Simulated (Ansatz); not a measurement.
Each is relaxed and computed with PBE in the plane-wave PAW code Ansatz. Which is the only metal?
A. SiBi2O5, Cmcm (Pearson symbol oS32)
B. SiB12C2, R-3m (B on 18h, B on 18h, C on 6c, Si on 3b)
C. SiGe, P-6m2 (Ge on 1a, Si on 1f)
D. Si3Ge, P-4m2 (Si on 2g, Si on 1a, Ge on 1c)

C, SiGe, P-6m2 (Ge on 1a, Si on 1f). SiGe: metal; Si3Ge: gap 0.39 eV (indirect); SiBi2O5: gap 2.76 eV; SiB12C2: gap 1.61 eV (indirect). Constructed cells (a structure type filled with these elements, in neither database checked): SiGe, P-6m2 (Ge on 1a, Si on 1f). Typed or built starts, not in the databases checked: Si3Ge, P-4m2 (Si on 2g, Si on 1a, Ge on 1c); SiBi2O5, Cmcm (Pearson symbol oS32); SiB12C2, R-3m (B on 18h, B on 18h, C on 6c, Si on 3b). All cells were relaxed under the symmetry of their starts (and spin orders); stability against distortions was not tested throughout. Spin–orbit coupling is left out wherever it is not named.

Potentials: the earlier of the program's two PAW sets.
